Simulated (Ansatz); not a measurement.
A trial cell of SnGe3Se4, before relaxation:

```cif
data_structure
_symmetry_space_group_name_H-M 'P4/mmm'
_symmetry_Int_Tables_number 123
_cell_length_a 4.1279
_cell_length_b 4.1279
_cell_length_c 11.6756
_cell_angle_alpha 90.000
_cell_angle_beta 90.000
_cell_angle_gamma 90.000
_cell_volume 198.95
loop_
_atom_site_label
_atom_site_type_symbol
_atom_site_symmetry_multiplicity
_atom_site_Wyckoff_symbol
_atom_site_fract_x
_atom_site_fract_y
_atom_site_fract_z
_atom_site_occupancy
Sn1 Sn 1 c 0.50000 0.50000 0.00000 1
Ge1 Ge 2 g 0.00000 0.00000 0.75000 1
Ge2 Ge 1 d 0.50000 0.50000 0.50000 1
Se1 Se 1 b 0.00000 0.00000 0.50000 1
Se2 Se 2 h 0.50000 0.50000 0.25000 1
Se3 Se 1 a 0.00000 0.00000 0.00000 1
```

Theory: DFT PBE, scalar-relativistic, plane waves, PAW in Ansatz 0.2.0. Cutoff 420 eV, Gaussian smearing, Γ-centred meshes. Cell and atoms relax on a converged mesh. In metals the finer mesh still leaves noise of several meV/atom or more. The steps can't lower the symmetry of their start. No spin polarisation.

A guess keeps its type if space group and coordination stay and the shape of the cell changes little (axis ratios within about 15 %, angles within 6°); the volume may change.

Q: Does this structure survive the relaxation?

A: It keeps its type. The symmetry stays P4/mmm (No. 123). The volume per atom shrinks by 3.1 %, from 24.9 to 24.1 Å³. The shortest distance goes from 2.92 Å (Ge–Se and Sn–Se) to 2.79 Å (Ge–Se). The ratio c/a of the conventional cell changes by a factor of 1.00. Counting neighbours within 15 % of an atom's shortest distance, the start has Ge 6, Se 6, Sn 6 and the end Ge 6, Se 6, Sn 6.

The last run used a 10×10×4 mesh (in the run's order of axes) for its 8-atom cell and Gaussian smearing of 0.10 eV. A structure relaxed within its symmetry needn't be a true minimum. Another cell of SnGe3Se4 relaxed alike, in R-3m, lies 14 meV/atom lower, so this cell isn't the stable form at this level.
